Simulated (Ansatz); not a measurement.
Input:

Starting cell, AlN (zinc blende):

```
CELL_PARAMETERS angstrom
      0.00000     2.20161     2.20161
      2.20161     0.00000     2.20161
      2.20161     2.20161     0.00000
ATOMIC_POSITIONS crystal
  N  0.75000 0.75000 0.75000
  Al 0.00000 0.00000 0.00000
```

In each cell atom 2 (Al, nearest neighbour N at 1.907 Å; its periodic images, 3.1 Å or more away, move with it) moves by s·(0.707, 0.707, 0.000) (along Cartesian [110]), the rest being held.

Computed with PBE (plane waves to 420 eV, PAW, scalar-relativistic; Ansatz, an electronic-structure program). k mesh 10×10×10 (Γ-centred), Fermi-Dirac smearing 0.05 eV. E stands for the smeared free energy. AlN was relaxed with its symmetry unable to fall. ΔE is measured from the undisplaced structure.

The scan covers s from -0.380 to 0.380 Å in 11 points.

Task: Is the energy the same for equal positive and negative displacements?

Result: Even: the same for both signs. With its periodic images moving along, the atom's site symmetry in this cell is -43m.

Task: What force acts on the atom along the line at s = -0.380 Å?

Result: 6.43 eV/Å.

Task: What is the force constant k = d²E/ds² of this move at s = 0?

Result: 13.7 eV/Å².

(For displaced atoms, the force is minus the slope of the energy, and its curvature is a force constant, which sets phonon frequencies.)
